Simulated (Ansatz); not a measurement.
Given:

SnGe:
```xyz
2
Lattice="4.0074 0.0000 0.0000 -2.0037 3.4705 0.0000 0.0000 0.0000 3.6260" Properties=species:S:1:pos:R:3 pbc="T T T"
Sn     0.0000     0.0000     0.0000
Ge     2.0037     1.1568     1.8130
```

This is the PBE-relaxed structure.

Problem. All from plane-wave PAW PBE (Ansatz code), unless another level is named. Give the electronic character.

Solution. metallic (no gap).

Problem. What about the formation energy from the elements (no fitted shifts)?

Solution. 0.21 eV/atom.

Problem. Give the density of states at the Fermi level.

Solution. 0.54 states/eV per atom (mean over ±0.08 eV).

Problem. Give the gap with spin–orbit coupling.

Solution. none (metallic).

Space group P-6m2. The cell is a constructed one: a structure type filled with these elements; neither database checked (COD, Materials Project) lists it. Its standing as an ambient phase is unchecked. The PBE relaxation kept the symmetry of its start; its stability against distortions is not shown here. The references are the lowest solids computed at this level, not always the standard phases. Scalar-relativistic: spin–orbit coupling is off unless named, which matters more the heavier the elements.

Potentials: the earlier of the program's two PAW sets.
